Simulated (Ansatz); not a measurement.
In2Ag: course of a relaxation

The calculation used DFT PBEsol, scalar-relativistic, plane waves, PAW (Ansatz 0.2.0). (420 eV cutoff, 10×10×10 k-mesh, Gaussian smearing of 0.10 eV, no spin polarisation)

What was changed: relaxed at 50 GPa.

Other phases may be more stable at this pressure.

Command:

```bash
ansatz run input.yaml --threads 1 --pin off --max-ram 2560MiB --backend cpu --events-out ev --progress --plain --runs-dir out
```

Input:

```yaml
crystal:
  lattice:
    - [-3.1054969377, 3.1054969377, 2.5335515121]
    - [3.1054969377, -3.1054969377, 2.5335515121]
    - [3.1054969377, 3.1054969377, -2.5335515121]
  atoms:
    - { symbol: In, position: [0.1534665163, 0.6534665163, 0.8069330325] }
    - { symbol: In, position: [0.6534665163, 0.8465334837, 0.5] }
    - { symbol: In, position: [0.8465334837, 0.3465334837, 0.1930669675] }
    - { symbol: In, position: [0.3465334837, 0.1534665163, 0.5] }
    - { symbol: Ag, position: [0.75, 0.75, 0.0] }
    - { symbol: Ag, position: [0.25, 0.25, 0.0] }
basis:
  ecutwfc: 420
kpoints:
  mp_grid: { grid: [10, 10, 10] }
hamiltonian:
  xc: pbesol
scf:
  occupations: { method: gaussian, width: 0.1 }
output:
  forces: true
  stress: true
  eigenvalues: true
relax:
  adjacent_minimum: "off"
  f_tol: 0.008
  max_steps: 50
  cell: { stress_tol: 0.08, p_target: 50.0 }
```

F is the free energy. Steps run on the plane waves of an earlier cell, but the last one, and at times one on the way, on a freshly chosen basis, so a repeated geometry can differ a little in energy. The relaxation lowers the enthalpy F + PV at the target pressure, so F itself can rise.

At step 2 F + PV rises: a step can overshoot before the optimiser corrects it.

Steps:

| step | F − F(1) (eV) | largest force component (eV/Å) | V (Å³/atom) | P (GPa) |
| --- | --- | --- | --- | --- |
| 1 | 0.0000 | 0.057 | 16.289 | 43.05 |
| 2 | 2.7251 | 0.229 | 14.975 | 69.40 |
| 3 | 0.6329 | 0.008 | 15.921 | 49.34 |
| 4 | 0.6988 | 0.001 | 15.886 | 49.99 |
| 5 | 0.7004 | 0.001 | 15.886 | 49.99 |

Relaxed structure:

```
CELL_PARAMETERS angstrom
-3.07657 3.07657 2.51749
3.07657 -3.07657 2.51749
3.07657 3.07657 -2.51749
ATOMIC_POSITIONS crystal
In 0.15284 0.65284 0.80567
In 0.65284 0.84716 0.50000
In 0.84716 0.34716 0.19433
In 0.34716 0.15284 0.50000
Ag 0.75000 0.75000 0.00000
Ag 0.25000 0.25000 0.00000
```

The structure is tetragonal, space group I4/mcm (No. 140). Conventional cell: a = 6.153 Å, b = 6.153 Å, c = 5.035 Å, α = 90.00°, β = 90.00°, γ = 90.00°. In (site symmetry m2m) is surrounded by 4 Ag at 2.65 Å and 3 In at 2.66 to 3.03 Å. Ag (site symmetry 422) has 2 Ag at 2.52 Å and 8 In at 2.65 Å as nearest neighbours.

The run converged. It took 2.9 min on 1 thread of Arm Neoverse V2, on a shared host, peak memory 0.65 GiB.